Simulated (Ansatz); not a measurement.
Space group P6_522 (No. 179). a = 7.275 Å, b = 7.275 Å, c = 6.994 Å, α = 90.00°, β = 90.00°, γ = 120.00°
| atom | site | symmetry | x | y | z |
| --- | --- | --- | --- | --- | --- |
| Si | 6b | ..2 | 0.5337 | 0.7668 | 0.4167 |
| O | 6b | ..2 | 0.6125 | 0.3875 | 0.0833 |
| O | 6a | .2. | 0.0000 | 0.6830 | 0.1667 |

Equation of state of this SiO$_{2}$ structure (not necessarily the ground state), with shape and atoms relaxed at each volume where symmetry leaves them free. All numbers below come from DFT LDA, scalar-relativistic, plane waves, PAW in Ansatz 0.2.0.

Plane waves to 420 eV, a k mesh through Γ of 6×6×4 on the computed 18-atom cell and Gaussian smearing (0.02 eV); no spin polarisation.

```json
{"V (Å³/atom)": "15.673", "E − E(largest V) (meV/atom)": "56.07", "P (GPa)": "18.51", "gap on mesh (eV)": "5.57"}
{"V (Å³/atom)": "16.207", "E − E(largest V) (meV/atom)": "2.35", "P (GPa)": "13.74", "gap on mesh (eV)": "5.68"}
{"V (Å³/atom)": "16.741", "E − E(largest V) (meV/atom)": "-34.91", "P (GPa)": "8.73", "gap on mesh (eV)": "5.71"}
{"V (Å³/atom)": "17.276", "E − E(largest V) (meV/atom)": "-56.18", "P (GPa)": "4.13", "gap on mesh (eV)": "5.70"}
{"V (Å³/atom)": "17.810", "E − E(largest V) (meV/atom)": "-62.94", "P (GPa)": "0.00", "gap on mesh (eV)": "5.66"}
{"V (Å³/atom)": "18.344", "E − E(largest V) (meV/atom)": "-56.70", "P (GPa)": "-3.67", "gap on mesh (eV)": "5.57"}
{"V (Å³/atom)": "18.878", "E − E(largest V) (meV/atom)": "-39.00", "P (GPa)": "-6.88", "gap on mesh (eV)": "5.45"}
{"V (Å³/atom)": "19.591", "E − E(largest V) (meV/atom)": "0.00", "P (GPa)": "-10.56", "gap on mesh (eV)": "5.23"}
```

Problem. Fit a third-order Birch–Murnaghan equation to E(V).

Solution. V0 = 17.82 Å³/atom, B0 = 128 GPa, B0' = 2.5.

The gaps are read on the mesh, which can miss the band edges, so they can be too wide.

This form isn't the usual stable structure of the compound.

Cost: 8 runs of about 50 core-minutes in all, on Intel Xeon Processor @ 2.50GHz (Skylake/Cascade Lake) (shared hosts).